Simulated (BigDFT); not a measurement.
A self-consistent single point of the molecule C2H9FSi4 with BigDFT.

Method: BigDFT 1.9.6 with PBE, Daubechies wavelet basis, HGH (Krack) norm-conserving potentials made for PBE, isolated boundary conditions.

SMILES: [SiH2]1[Si@@H]([SiH3])[SiH2]C(=C1)F
```xyz
16

F      3.1800    -0.1803    -1.2685
C      2.0450     0.0805    -0.5837
C      1.5690     1.3350    -0.5808
Si     0.0302     1.7918     0.3179
Si    -0.7337    -0.2761     1.0398
Si    -2.3907    -0.9122    -0.3638
Si     1.2163    -1.3091     0.3090
H      2.0814     2.1272    -1.1141
H      0.3494     2.6655     1.4744
H     -0.9452     2.4499    -0.5858
H     -0.9970    -0.3812     2.5093
H     -1.9753    -0.7513    -1.7802
H     -2.7443    -2.3368    -0.1337
H     -3.6061    -0.0895    -0.1328
H      2.0177    -1.7587     1.4784
H      0.9034    -2.4547    -0.5854
```

Reference input (self-consistent single point, DFT, PBE, Daubechies wavelet basis, HGH (Krack) norm-conserving potentials made for PBE, isolated boundary conditions): basis = Daubechies wavelets; dft.hgrids = 0.324 bohr; dft.rmult = 5 8; dft.ixc = 11; potentials = built-in HGH-K PBE; boundary_conditions = free; dft.gnrm_cv = 1e-05; dft.itermax = 80; dft.idsx = 6; dft.nrepmax = 3. This run's input differs from it in these lines:

```diff
@@ -3,3 +3,3 @@
   hgrids: 0.324
-  rmult: [5, 8]
+  rmult: [5, 3]
   ixc: 11
```

Log, with long lists cut:

```
  #------------------------------------------------------------------- Self-Consistent Cycle
 Ground State Optimization:
 - Hamiltonian Optimization: &itrp001
   - Subspace Optimization: &itrep001-01
       Wavefunctions Iterations:
 Calculating wavelets expansion of projectors. Found warnings:  1,
  #WARNING: Projectors too rough: Consider modifying hgrid and/or the localisation radii.
 iter:  1, EKS: -5.59526922157529469E+01, gnrm:  2.61E-01, D: -1.19E+00,
 Calculating wavelets expansion of projectors. Found warnings:  1,
  #WARNING: Projectors too rough: Consider modifying hgrid and/or the localisation radii.
   [... lines left out ...]
  #WARNING: Projectors too rough: Consider modifying hgrid and/or the localisation radii.
 iter:  17, EKS: -5.64925829862609703E+01, gnrm:  1.63E-05, D: -1.64E-08,
 Calculating wavelets expansion of projectors. Found warnings:  1,
  #WARNING: Projectors too rough: Consider modifying hgrid and/or the localisation radii.
 iter:  18, EKS: -5.64925829914180184E+01, gnrm:  9.29E-06, D: -5.16E-09,
       -  &FINAL001  { #---------------------------------------------------------- iter: 19
 Calculating wavelets expansion of projectors. Found warnings:  1,
  #WARNING: Projectors too rough: Consider modifying hgrid and/or the localisation radii.
 iter:  19, EKS: -5.64925829935868933E+01, gnrm:  9.29E-06, D: -2.17E-09,  #FINAL
        #Eigenvalues and New Occupation Numbers
       Orbitals: [
   [... 17 lines left out ...]
 Last Iteration                        : *FINAL001
  #---------------------------------------------------------------------- Forces Calculation
 Total electronic charge               :  39.999997577148
 Electric Dipole Moment (AU):
   P vector                            :  [ -2.258218E-01,  1.510492E-01,  1.763327E-01 ]
   norm(P)                             :  3.23889737E-01
 Electric Dipole Moment (Debye):
   P vector                            :  [ -5.739816E-01,  3.839287E-01,  4.481931E-01 ]
   norm(P)                             :  8.23245519E-01
  #-------------------------------- Warnings obtained during the run, check their relevance!
 WARNINGS:
   [... lines left out ...]
 BigDFT infocode                       :  0
   [... lines left out ...]
 -  {H: [-3.537905375936E-03, -2.800231870164E-03,  2.163875903015E-03]} # 0013
 -  {H: [-5.918620136860E-03,  5.887320859568E-04,  8.091158537911E-03]} # 0014
 -  {H: [ 8.418419655339E-03, -2.112491321088E-03, -1.524225983026E-02]} # 0015
 -  {H: [-4.147056134499E-06,  3.393514422864E-04, -1.286131489722E-02]} # 0016
 Energy (Hartree)                      : -5.64925829935868933E+01
 Force Norm (Hartree/Bohr)             :  9.05619544004038907E-02
```

The run converged in 19 iterations. Against the reference run the free energy goes up by 161 meV/atom and the largest force goes from 1.095 to 3.791 eV/Å.

The grid can part forces that symmetry would make equal. Forces above 1 eV/Å remain at this geometry. This run is one point of a test of settings, so its values need not be converged; read them against the reference run alone. The geometry comes from a cheaper method or was typed, in some cases with atoms then moved at random; it is not relaxed at this level, and the species need not be a known compound.

Cost on one core: very roughly 110 core-seconds.
